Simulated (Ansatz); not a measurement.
Ca (fcc, Cu type)

```xyz
1
Lattice="0.0000 2.7843 2.7843 2.7843 0.0000 2.7843 2.7843 2.7843 0.0000" Properties=species:S:1:pos:R:3 pbc="T T T"
Ca     0.0000     0.0000     0.0000
```

The slice is a {111} plane (indices of the conventional cell) through the point (0.000, 0.000, 0.000) (fractional), spanned by u = [100] and v = [-1 2 0] in vectors of this cell: u (3.94 Å) and v (6.82 Å, at 90° to u). It covers one period; positions are fractions (u, v).

Computed with r2SCAN (plane waves to 500 eV, PAW, scalar-relativistic; Ansatz, a quantum-chemistry and plane-wave program). k mesh 14×14×14. Near the nuclei the fields are pseudised (PAW); where an atom keeps semicore shells as valence, they peak there. Ca was relaxed with its symmetry unable to fall. The PAW data are Ansatz's earlier set.

**Question.** Sketch the valence electron density on this plane as a map.

**Answer.** 
```tsv
v \ u	0.00	0.17	0.33	0.50	0.67	0.83
0.90	0.3	-0.3	-1.2	-1.3	-1.2	-0.3
0.80	-1.1	-1.2	-1.3	-1.3	-1.3	-1.2
0.70	-1.3	-1.3	-1.2	-1.1	-1.2	-1.3
0.60	-1.3	-1.2	-0.3	0.3	-0.3	-1.2
0.50	-1.3	-1.1	0.3	0.8	0.3	-1.1
0.40	-1.3	-1.2	-0.3	0.3	-0.3	-1.2
0.30	-1.3	-1.3	-1.2	-1.1	-1.2	-1.3
0.20	-1.1	-1.2	-1.3	-1.3	-1.3	-1.2
0.10	0.3	-0.3	-1.2	-1.3	-1.2	-0.3
0.00	0.8	0.3	-1.1	-1.3	-1.1	0.3
```

Values: log₁₀ of the valence density in e/Å³. The scale is logarithmic, as a density can span decades between atoms and voids.
